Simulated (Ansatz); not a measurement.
## TiSb$_{2}$: a fit and a missing row

TiSb$_{2}$, I4/mcm, a = 6.694 Å, c = 5.807 Å. The structure is a COD entry; whether it is the stable form wasn't checked. Ansatz: r2SCAN, PAW, 500 eV, Γ-centred 8×8×8 mesh on 6 atoms, Gaussian smearing 0.10 eV; no spin polarisation. Shape and atoms are relaxed at each volume; pressure is positive in compression.

| V (Å³/atom) | P (GPa) |
| --- | --- |
| 19.078 | 15.87 |
| 19.729 | 10.88 |
| 20.379 | 6.65 |
| 21.030 | 3.07 |
| 21.680 | 0.02 |
| 22.330 | -2.56 |
| 22.981 | ? |
| 23.848 | -7.14 |

Q: Take V0 = 21.680 Å³/atom, count pressures from its P0 = 0.02 GPa, fit the third-order Birch–Murnaghan form to the other rows, and predict the missing pressure.

A: With the Eulerian strain f = ½[(V0/V)^(2/3) − 1] and y = (P − P0)/[3f(1 + 2f)^(5/2)], the form is the line y = B0 + 1.5 B0 (B0′ − 4) f. Rows (f, y): 0.04449, 96.0; 0.03244, 95.4; 0.02106, 94.7; 0.01025, 94.3; -0.00975, 92.7; -0.03078, 90.9. Means f = 0.01128, y = 94.000; Σ(Δf)² = 0.003859, ΣΔfΔy = 0.2603; the slope is their ratio. y = 93.24 + 67.46 f GPa, so B0 = 93.2 GPa and B0′ = 4 + 2 × (67.46)/(3 × 93.24) = 4.48. At V = 22.981, f = -0.01905, y = 91.95 and P = -4.75 GPa. The run gave -4.74 GPa, so the fit is 0.01 GPa too low, within the rms miss on the fitted rows (0.02 GPa).

Cost: 8 runs of about 46 core-minutes in all, on Intel Xeon Processor @ 2.50GHz (Skylake/Cascade Lake) (shared hosts).